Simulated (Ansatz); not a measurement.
La (omega (AlB2-type)): energy against volume

Computed with DFT, r2SCAN, plane waves (500 eV) with PAW, scalar-relativistic in Ansatz 0.2.0. The PAW files were generated under PBE, with cores re-solved for the functional.

The cell is scaled uniformly from the relaxed one, with fractional coordinates and shape fixed. Energies are extrapolated to zero smearing, pressures are those at the given smearing. Magnetic state: non-magnetic.

A Birch-Murnaghan fit gives V₀ = 37.21 Å³/atom, B₀ = 26 GPa, B₀′ = 2.3.

(1) What are the energy above the minimum and the pressure at 32.763 Å³/atom?

(2) What are the energy above the minimum and the pressure at 34.253 Å³/atom?

(3) What are the energy above the minimum and the pressure at 41.699 Å³/atom?

Results:

(1) 48.9 meV/atom and 3.85 GPa as computed.

(2) 20.6 meV/atom and 2.38 GPa as computed.

(3) 38.3 meV/atom and -2.52 GPa as computed.
